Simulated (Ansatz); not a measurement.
CsI:
```
CELL_PARAMETERS angstrom
      4.61082     0.00000     0.00000
      0.00000     4.61082     0.00000
      0.00000     0.00000     4.61082
ATOMIC_POSITIONS crystal
  Cs 0.00000 0.00000 0.00000
  I  0.50000 0.50000 0.50000
```

Relaxed with r²SCAN.

### Question
Map the electron localisation function on the plane through (0.000, 0.000, 0.000) spanned by u = [1, 0, 0] and v = [0, 1, 1] in lattice vectors, from r²SCAN (plane waves, PAW; program Ansatz).

### Answer
x is the fraction of u, y of v (the angle between them is 90°; rows are the nearest grid lines); atoms in the plane: Cs at (0.00, 0.00), I at (0.50, 0.50).
```
y \ x   0.000  0.0870  0.174  0.261  0.348  0.435  0.565  0.652  0.739  0.826  0.913   1.00
------  -----  ------  -----  -----  -----  -----  -----  -----  -----  -----  -----  -----
1.00    0.000   0.205  0.875  0.854  0.458  0.018  0.018  0.458  0.854  0.875  0.205  0.000
0.909   0.686   0.829  0.894  0.751  0.174  0.011  0.011  0.174  0.751  0.894  0.829  0.686
0.848   0.895   0.884  0.782  0.303  0.029  0.029  0.029  0.029  0.303  0.782  0.884  0.895
0.758   0.345   0.190  0.045  0.056  0.336  0.637  0.637  0.336  0.056  0.045  0.190  0.345
0.697   0.019   0.022  0.105  0.542  0.767  0.792  0.792  0.767  0.542  0.105  0.022  0.019
0.606   0.023   0.164  0.670  0.788  0.670  0.577  0.577  0.670  0.788  0.670  0.164  0.023
0.545   0.028   0.253  0.736  0.734  0.580  0.227  0.227  0.580  0.734  0.736  0.253  0.028
0.455   0.028   0.253  0.736  0.734  0.580  0.227  0.227  0.580  0.734  0.736  0.253  0.028
0.394   0.023   0.164  0.670  0.788  0.670  0.577  0.577  0.670  0.788  0.670  0.164  0.023
0.303   0.019   0.022  0.105  0.542  0.767  0.792  0.792  0.767  0.542  0.105  0.022  0.019
0.242   0.345   0.190  0.045  0.056  0.336  0.637  0.637  0.336  0.056  0.045  0.190  0.345
0.152   0.895   0.884  0.782  0.303  0.029  0.029  0.029  0.029  0.303  0.782  0.884  0.895
0.0909  0.686   0.829  0.894  0.751  0.174  0.011  0.011  0.174  0.751  0.894  0.829  0.686
0.000   0.000   0.205  0.875  0.854  0.458  0.018  0.018  0.458  0.854  0.875  0.205  0.000
```

The density is the valence pseudo-density with augmentation charge, so density and ELF within about 1 Å of a nucleus are not all-electron values.

Space group Pm-3m (CsCl type). The cell was relaxed with r²SCAN under the symmetry of its start. Scalar-relativistic: spin–orbit coupling is off unless named, which matters more the heavier the elements.

Potentials: the later of the program's two PAW sets.
